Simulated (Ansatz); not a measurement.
The computed numbers are results of PBEsol, scalar-relativistic (no spin polarisation) in the plane-wave PAW code Ansatz at 420 eV, Γ-centred 10×10×10 mesh, 0.05 eV Gaussian smearing; PAW files: Ansatz's generated set soft_2.

A crystal of composition XH3, relaxed at this level of theory, gives this pattern between 10° and 80°.

Cu Kα1 powder pattern (kinematic, no thermal factors).
2θ (°) (relative intensity): 32.94 (100), 38.22 (49), 55.16 (38), 65.76 (34), 69.09 (10)

Q: Which lattice and cell does the pattern come from?

A: Cubic, space group Fm-3m (No. 225), a = 4.706 Å, b = 4.706 Å, c = 4.706 Å, α = 90.00°, β = 90.00°, γ = 90.00°. The line positions fix the lattice at most, not the space group, and lines under 1 % of the strongest aren't listed; this is the group of the computed cell.

The calculation on XH3, where X is one element, gave:

* Band gap: zero (metallic)
* Density of states at the Fermi level: about 0.2 states/(eV·atom)
* Formation energy from the elements (0 K, uncorrected): -0.55 eV/atom
* Bulk modulus (Birch–Murnaghan): 119 GPa
* Pressure derivative B0′: 4.0

Sites: X on 4a, H on 4b, H on 8c.

Q: Which element is X?
A. Ti
B. V
C. K
D. Sc

A: D. X is Sc, so the compound is ScH3.

The structure was built from a prototype; whether the compound forms in it isn't claimed.
